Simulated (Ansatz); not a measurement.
## YbSiPt2, a database entry at a rescaled volume

```
Yb Pt Si
1.0
     7.22096    0.00000    0.00000
     0.00000    6.95058    0.00000
     0.00000    0.00000    5.43755
Yb Pt Si
4 8 4
Cartesian
  0.1856 1.7376 3.4464
  3.4249 5.2129 0.7276
  3.7961 1.7376 4.7100
  7.0354 5.2129 1.9912
  1.3151 0.3539 0.4974
  2.2954 6.5967 3.2162
  4.9256 3.1214 2.2214
  5.9059 3.8292 4.9402
  5.9059 6.5967 4.9402
  4.9256 0.3539 2.2214
  2.2954 3.8292 3.2162
  1.3151 3.1214 0.4974
  2.7447 1.7376 1.9874
  0.8658 5.2129 4.7062
  6.3552 1.7376 0.7314
  4.4763 5.2129 3.4501
```

Method: r2SCAN, no spin polarisation; PAW, plane waves to 500 eV, 3×3×4 Γ-centred mesh, gaussian occupations (width 0.0381 eV) (Ansatz 0.2.0), atoms fixed.

Electronic structure: It is a metal, with about 78 states/eV a cell as the mean within 0.25 eV of the Fermi level, mostly Yb f (91 %).
Stress: The pressure is 1.1 GPa (compression positive), so with the atoms held at these fractions the cell would first expand. The principal stresses 0.0, 1.6, 1.8 GPa differ, so its shape would change too.
Forces: The largest is on Pt5 (and as large on other atoms): 0.29 eV/Å, components (-0.26, 0.12, 0.07). It makes 107° with the line to a nearest neighbour, Si14 at 2.47 Å.
Charges: Bader charges in e: Yb +1.52, Si +0.72, Pt -1.12. In the mean Yb gives up most and Pt takes most.
Formation energy: -1.13 eV an atom against the elements' usual phases (free molecules for gases, crystals otherwise, with no correction for O₂ or N₂), so it is bound against them; other compounds may still compete. Relaxing would lower it.

Origin: a database entry at a rescaled volume. Caveats: no spin polarisation, so a magnetic state may lie lower; the k mesh is coarse if the cell is a metal; f levels without a U or exact exchange are poorly placed.
